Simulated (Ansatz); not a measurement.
## SnH3 in Ansatz, settings compared

The command:

```bash
ansatz run input.yaml --threads 1 --pin off --max-ram 2560MiB --backend cpu --events-out ev --progress --plain --runs-dir out
```

input.yaml:

```yaml
crystal:
  lattice:
    - [2.487241, 4.30802, 0.0]
    - [-2.487241, 4.30802, 0.0]
    - [0.0, -2.872013, 4.398995]
  atoms:
    - { symbol: Sn, position: [0.0, 0.0, 0.0] }
    - { symbol: Sn, position: [0.5, 0.5, 0.5] }
    - { symbol: H, position: [0.878, 0.622, 0.75] }
    - { symbol: H, position: [0.25, 0.878, 0.75] }
    - { symbol: H, position: [0.622, 0.25, 0.75] }
    - { symbol: H, position: [0.122, 0.378, 0.25] }
    - { symbol: H, position: [0.75, 0.122, 0.25] }
    - { symbol: H, position: [0.378, 0.75, 0.25] }
  symmetry: { tolerance: 0.0003 }
kpoints:
  mp_grid: { grid: [5, 5, 5], shift: [0, 0, 0] }
magnetization:
  spin_polarized: false
scf:
  occupations: { method: fermi_dirac, width: 0.0351 }
hamiltonian:
  pseudopotentials: { kind: paw }
  xc: pbe
basis:
  ecutwfc: 420
output:
  forces: true
  stress: true
  eigenvalues: true
relax:
  max_steps: 40
  cell: {}
```

Origin of the cell: a known structure type with other elements, at an estimated volume, so it need not be a known compound.

Output of this run (shortened):

```
Warning: crystal.lattice misses the space group found at crystal.symmetry.tolerance 3.0e-4 in a digit that the deck types, which is why this is a warning: making the lattice exact moves one o […]
Pseudopotentials: kind: paw
Pseudopotential: Sn, paw, valence charge 14, recommended cutoff 420 eV (normal), Sn.paw.azcp
Pseudopotential: H, paw, valence charge 1, recommended cutoff 420 eV (normal), H.paw.azcp
Functional definition: PBE
  exchange = pbe_x(kappa = kappa, mu = beta*pi^2/3)
  correlation = pbe_c(beta = beta)
Crystal: 8 atoms, lattice volume = 94.271 Å³
Basis set: ecut = 420 eV, 1851 PW (Γ), exchange–correlation on 72×72×72 points (8 copies of the dense FFT grid, shifted against one another)
Bands: 25, of which v1, the nominal top of the filled ones, is band 17 counted from 1 (16 counted from 0)
Symmetry: 12 space group operations
Space group: R-3c (ITA 167), of the structure as read, at distance tolerance 1.4e-3 Å
[… 5 lines left out …]
Initial density: superposition of atomic densities (neutral atoms: chi_scale 0, normalization atom), corrected by the library's trained network
Functional: x = pbe(κ = 0.804, μ = 0.219515), c = pbe(β = 0.066725)
SCF iter   1: F=—  HF=-12140.123835 eV  Δρ=3.29e-3  dr2=1.25e-2  defer=3
SCF iter   2: F=—  HF=-12140.120926 eV  Δρ=1.57e-3  dr2=1.58e-3  defer=38
SCF iter   3: F=—  HF=-12140.121208 eV  Δρ=8.48e-4  dr2=7.41e-4  defer=38
SCF iter   4: F=—  HF=-12140.120766 eV  Δρ=1.09e-4  dr2=1.58e-5  defer=38
SCF iter   5: F=—  HF=-12140.120769 eV  Δρ=3.27e-5  dr2=8.20e-7  defer=38
SCF iter   6: F=-12140.120768 eV  HF=-12140.120768 eV  Δρ=5.53e-6  dr2=2.34e-8
relax step   1: F+E_penalty+E_count = -12140.120768 eV  Δ(F+E_penalty+E_count) = +0.000e0 eV  max|allowed force component| = 9.421e-2 eV/Å  Δτ_max = 0.0000 Å  P = +8.493 GPa  Ω = 94.271 Å³  ( […]
relax step   2: F+E_penalty+E_count = -12140.449962 eV  Δ(F+E_penalty+E_count) = -3.292e-1 eV  max|allowed force component| = 1.562e-1 eV/Å  Δτ_max = 0.0106 Å  P = +1.409 GPa  Ω = 105.272 Å³ […]
relax step   3: F+E_penalty+E_count = -12140.641003 eV  Δ(F+E_penalty+E_count) = -1.910e-1 eV  max|allowed force component| = 1.122e-1 eV/Å  Δτ_max = 0.1775 Å  P = -0.014 GPa  Ω = 114.414 Å³ […]
relax step   4: F+E_penalty+E_count = -12140.753133 eV  Δ(F+E_penalty+E_count) = -1.121e-1 eV  max|allowed force component| = 5.724e-2 eV/Å  Δτ_max = 0.2000 Å  P = +0.192 GPa  Ω = 120.118 Å³ […]
relax step   5: F+E_penalty+E_count = -12140.800633 eV  Δ(F+E_penalty+E_count) = -4.750e-2 eV  max|allowed force component| = 1.910e-2 eV/Å  Δτ_max = 0.1945 Å  P = -0.916 GPa  Ω = 126.203 Å³ […]
relax step   6: F+E_penalty+E_count = -12140.812692 eV  Δ(F+E_penalty+E_count) = -1.206e-2 eV  max|allowed force component| = 3.587e-3 eV/Å  Δτ_max = 0.0409 Å  P = +0.085 GPa  Ω = 123.495 Å³ […]
relax step   7: F+E_penalty+E_count = -12140.812746 eV  Δ(F+E_penalty+E_count) = -5.323e-5 eV  max|allowed force component| = 9.022e-4 eV/Å  Δτ_max = 0.0099 Å  P = +0.004 GPa  Ω = 123.721 Å³ […]
relax step   8: F+E_penalty+E_count = -12140.859384 eV  Δ(F+E_penalty+E_count) = -4.664e-2 eV  max|allowed force component| = 9.016e-4 eV/Å  Δτ_max = 0.0000 Å  P = +0.283 GPa  Ω = 123.721 Å³  stress off target by 3.40e-1 GPa […]
relax step   9: F+E_penalty+E_count = -12140.860050 eV  Δ(F+E_penalty+E_count) = -6.663e-4 eV  max|allowed force component| = 6.545e-4 eV/Å  Δτ_max = 0.0011 Å  P = +0.019 GPa  Ω = 124.493 Å³ […]
relax step  10: F+E_penalty+E_count = -12140.860616 eV  Δ(F+E_penalty+E_count) = -5.666e-4 eV  max|allowed force component| = 6.552e-4 eV/Å  Δτ_max = 0.0000 Å  P = +0.021 GPa  Ω = 124.493 Å³  stress off target by 3.41e-2 GPa […]
SCF 10 converged in 4 iterations: F = -12140.860616 eV  dr2 = 3.71e-11
basis re-selected at this cell: Δ(F+E_penalty+E_count) = -5.666e-4 eV, ΔP = +0.002 GPa vs the last step (what re-selecting the basis moved, of the pressure what is left beyond the Pulay corre […]
SCF converged after 4 iterations
Free energy (F): -12140.860616 eV
Harris-Foulkes:  -12140.860616 eV  (|F-HF|=1.82e-11)
Internal energy: -12140.847125 eV  (E = F + TS)
E sigma→0 (E₀):  -12140.853871 eV
Entropy (-TS):   -0.013491 eV (-1.686 meV/atom)
Fermi energy:    3.622877 eV
--- Per-component energies (eV) ---
  E_band       = -385.299216
  E_kinetic    = 450.854408
  E_local      = -2892.635632  (includes V_loc(G=0)·N_el)
  E_nonlocal   = -55.259008
  E_hartree    = 1544.103293
  E_xc         = -815.841142
  E_vxc        = -257.657692  (∫ρ·V_xc dr)
  E_paw        = -8278.582241  (= ΣΔE_a)
  E_vpaw       = -718.801201  (= ΣTr[D̂ρ^β])
  E_aug_tail   = -0.006794  (compensation charges beyond the density's cutoff)
  E_ewald      = -2093.480008
  E_smearing   = -0.013491  (= −TS)
  Σ components = -12140.860616   (vs F -12140.860616, Δ=0.00e0)
--- Forces (eV/Å), atoms counted from 1 ---
  atom   1  Sn     0.000000     0.000000     0.000000
  atom   2  Sn    -0.000000     0.000000     0.000000
  atom   3  H     -0.000655     0.000000    -0.000000
  atom   4  H      0.000328    -0.000567     0.000000
  atom   5  H      0.000328     0.000567    -0.000000
  atom   6  H      0.000655    -0.000000     0.000000
  atom   7  H     -0.000328     0.000567    -0.000000
  atom   8  H     -0.000328    -0.000567     0.000000
  max |Σ_I F_I| component: 1.08e-19 eV/Å
--- Stress (GPa, compression-positive) ---
        0.034067      -0.000000      -0.000000
       -0.000000       0.034067      -0.000000
       -0.000000      -0.000000      -0.005640
  P = ⅓ Tr σ = 0.0208 GPa (0.208 kbar)
--- Relaxed structure (8 steps of the walk, 8 accepted, 2 SCFs on fresh bases) ---
  F+E_penalty+E_count = -12140.860616 eV   max|allowed force component| = 6.552e-4 eV/Å   (the final SCF, on the basis selected at the relaxed cell)
  cell:  # Å, volume = 124.4932 Å³
    - [2.799618, 4.849081, -1.837e-7]
    - [-2.799618, 4.849081, -1.837e-7]
    - [0.0, -3.232720, 4.585193]
  atoms:
    - { symbol: Sn, position: [8.594e-19, -7.588e-19, 0.0] }
    - { symbol: Sn, position: [0.5, 0.5, 0.5] }
    - { symbol: H, position: [0.750422, 0.749578, 0.750000] }
    - { symbol: H, position: [0.250000, 0.750422, 0.750000] }
    - { symbol: H, position: [0.749578, 0.25, 0.75] }
    - { symbol: H, position: [0.249578, 0.250422, 0.25] }
    - { symbol: H, position: [0.750000, 0.249578, 0.250000] }
    - { symbol: H, position: [0.250422, 0.750000, 0.250000] }
```

The same input was run again with these changes:

1. `basis.ecutwfc` 420 → "58.8 Ry"; `hamiltonian.dispersion` default → d3bjatm; `scf.occupations.method` fermi_dirac → methfessel_paxton; `scf.occupations.width` 0.0351 → 0.005
2. `hamiltonian.dispersion` default → d3bj
3. `scf.eigensolver.kind` default → davidson; `scf.algorithm` default → density_mixing; `hamiltonian.xc` pbe → r2scan
4. `scf.n_extra_bands` default → 16

```json
{"run": "base", "end": "converged", "SCF iterations": "56", "volume (Å³/atom)": "15.56", "max force component (eV/Å)": "0.001", "moment (μB)": "–", "ΔE(σ→0) (meV/atom)": "0"}
{"run": "1", "end": "converged", "SCF iterations": "74", "volume (Å³/atom)": "15.22", "max force component (eV/Å)": "0.000", "moment (μB)": "–", "ΔE(σ→0) (meV/atom)": "–"}
{"run": "2", "end": "converged", "SCF iterations": "68", "volume (Å³/atom)": "15.21", "max force component (eV/Å)": "0.000", "moment (μB)": "–", "ΔE(σ→0) (meV/atom)": "–"}
{"run": "3", "end": "converged", "SCF iterations": "74", "volume (Å³/atom)": "15.13", "max force component (eV/Å)": "0.000", "moment (μB)": "–", "ΔE(σ→0) (meV/atom)": "–"}
{"run": "4", "end": "converged", "SCF iterations": "57", "volume (Å³/atom)": "15.56", "max force component (eV/Å)": "0.001", "moment (μB)": "–", "ΔE(σ→0) (meV/atom)": "0.00"}
```

Energies are compared only where functional, datasets, charge and starting cell are the same.

Caveats of the base run: the k mesh is coarse if the cell is a metal; the relaxation held the start's symmetry, so the end may be a saddle point.

Run 3: the cutoff lies below the datasets' advice.

The base run took 27 s of wall time on 1 CPU thread(s) of a shared host, from the program's own first density.
